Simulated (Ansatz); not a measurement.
In r²SCAN (plane waves, PAW; program Ansatz), TaN in the rock salt structure (Fm-3m) relaxes to a = 4.396 Å. N has 6 nearest neighbours from 2.20 Å (octahedral); Ta has 6 nearest neighbours from 2.20 Å (octahedral). Its formation energy from the elements is -0.95 eV/atom, with no fitted shifts.

Electronic character: metallic (no gap). Gap from r²SCAN with spin–orbit coupling: none (metallic).

The bulk modulus is 351 GPa. Bader charges are N -1.95, Ta +1.95 e.

The cell was relaxed with r²SCAN under the symmetry of its start. The run is not spin-polarised. The references are the lowest solids computed at this level, not always the standard phases (solids in place of the gases). Spin–orbit coupling is left out wherever it is not named.

Potentials: the later of the program's two PAW sets.
